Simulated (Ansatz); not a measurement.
**Br (Cmce)**

Level of theory: DFT PBE+D3(BJ), scalar-relativistic, plane waves, PAW in Ansatz 0.2.0.

Cutoff 420 eV; k points 8×8×4 on the computed 4-atom cell (Γ-centred); Gaussian smearing, width 0.02 eV; no spin polarisation.

The structure is relaxed at this level of theory with its symmetry kept.

Symmetry: Cmce, No. 64, orthorhombic system. Conventional cell: a = 6.994 Å, b = 4.147 Å, c = 8.575 Å, α = 90.00°, β = 90.00°, γ = 90.00°. Around Br (site symmetry m) lie 1 Br at 2.40 Å.

```json
{
 "Volume per atom": "31.09 Å³",
 "Kohn–Sham band gap": "1.31 eV, indirect from Γ to (0.453, -0.458, 0.000) (the valley at (-0.048, 0.048, 0.000) lies within 0.03 eV, so the order isn't resolved)",
 "Löwdin character of the top 1 eV of the valence band": "Br 4p 99 %",
 "Löwdin character of the lowest 1 eV of the conduction band": "Br 4p 95 %",
 "Electron masses at the edge by Cartesian direction of the standard setting (m_e; degenerate bands sorted by energy; no spin-orbit coupling)": "x: 15; y: 1.3; z: 1.6",
 "Hole masses at the edge by Cartesian direction of the standard setting (m_e; degenerate bands sorted by energy; no spin-orbit coupling)": "x: 4.4; y: 1.2; z: 2.5",
 "Bulk modulus": "10.6 GPa",
 "Its pressure derivative": "7.6",
 "Electronic dielectric constant xx, yy, zz of the standard setting (independent particles)": "3.0, 10.0, 16.3",
 "Bader charges (e)": "Br (4 in the cell) 0.00"
}
```